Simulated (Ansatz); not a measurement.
The start is a relaxed TiC cell, doubled along one cell vector, shaken by Gaussian noise of σ = 0.08 Å a coordinate. Cell shape, volume and atoms are optimised at zero target pressure with r2SCAN (plane waves to 500 eV, PAW, scalar-relativistic; Ansatz, a first-principles code). The first steps use a coarse 9×5×9 k-mesh.

Input geometry:
```
CELL_PARAMETERS angstrom
      2.70419     0.00000     0.00000
      0.00000     5.40839     0.00000
      0.00000     0.00000     2.70419
ATOMIC_POSITIONS crystal
  Ti 0.01669 0.98936 0.02784
  Ti 0.93256 0.48614 0.94659
  C  0.48060 0.24153 0.52818
  C  0.51747 0.73985 0.47628
```

Question: What is the largest force in the starting geometry, and on which atom (counted from 1)?

Answer: About 1.7 eV/Å, on Ti1 (atoms numbered as listed).

Question: By how much does the energy per atom fall from start to end?

Answer: 1.02 eV/atom.

Question: How does the volume per atom move from start to end?

Answer: +2.3 %, from 9.89 to 10.12 Å³/atom.

Question: Does it find its way back to the structure it was made from?

Answer: It does not go back: it reaches P6₃/mmc (No. 194), NiAs type, 1.11 eV/atom below the parent.

Question: How do the shortest distances between atoms change?

Answer: The closest pairs of elements (up to four, under 3.6 Å), start → end: C–Ti 2.13 → 2.17 Å; C–C 2.70 → 2.36 Å; Ti–Ti 2.70 → 2.98 Å.

Question: What band gap does the relaxed structure have at this level?

Answer: Zero (metallic).

Question: What does it relax into? Give the structure.

Answer: 
Space group P6₃/mmc (No. 194); a = b = 3.145 Å, c = 4.724 Å, α = β = 90.00°, γ = 120.00°

```csv
atom,site,symmetry,x,y,z
Ti,2c,-6m2,0.3333,0.6667,0.2500
C,2a,-3m.,0.0000,0.0000,0.0000
```

Final values are on a 17×17×10 k-mesh of the relaxed cell. No spin polarisation in the result.

The relaxed structure here is a generated cell of TiC: the first start was made by placing the elements on the sites of a structure type, and the end was not matched to a known phase here, so it may be hypothetical. Known forms of TiC include space group No. 225.
